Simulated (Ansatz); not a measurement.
ZnSe:
```
CELL_PARAMETERS angstrom
      0.00000     2.78378     2.78378
      2.78378     0.00000     2.78378
      2.78378     2.78378     0.00000
ATOMIC_POSITIONS crystal
  Se 0.75000 0.75000 0.75000
  Zn 0.00000 0.00000 0.00000
```

Relaxed with LDA.

Question: Decompose the optical modes at the zone centre into irreducible representations, and say which are infrared and Raman allowed.

Answer: Point group -43m: Γ_opt = T2. Infrared: T2. Raman: T2.

Question: Assign frequencies (DFPT, DFT-LDA in the program Ansatz with PAW potentials; without the LO–TO term).

Answer: T2 218 cm⁻¹.

Space group F-43m (zinc blende). The cell was relaxed with LDA under the symmetry of its start; phonons on a q-mesh show no instability.

Potentials: the later of the program's two PAW sets.
